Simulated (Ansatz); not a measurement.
Relaxed-ion elastic tensor of Mo (diamond, space group No. 227) in GPa (Voigt order), PBEsol (plane waves, PAW; program Ansatz); density 7.22 g/cm³, 22.07 Å³ per atom.

```
75.3   139   139   0.0   0.0   0.0
 139  75.3   139   0.0   0.0   0.0
 139   139  75.3   0.0   0.0   0.0
 0.0   0.0   0.0  -326   0.0   0.0
 0.0   0.0   0.0   0.0  -326   0.0
 0.0   0.0   0.0   0.0   0.0  -326
```

Is the crystal mechanically stable?

No: the smallest eigenvalue of C is -326 GPa.

Space group Fd-3m (diamond). The start of the workflow was typed in or built on a structure type; neither database checked (COD, Materials Project) lists it. It is not the phase usual at ambient conditions (space group No. 229). The PBEsol relaxation kept the symmetry of its start. At this level the phase is mechanically unstable. The run is not spin-polarised. As this level gives no gap, shear constants depend on the k-mesh and smearing (Fermi–Dirac, 0.1 eV here).

Potentials: the later of the program's two PAW sets.
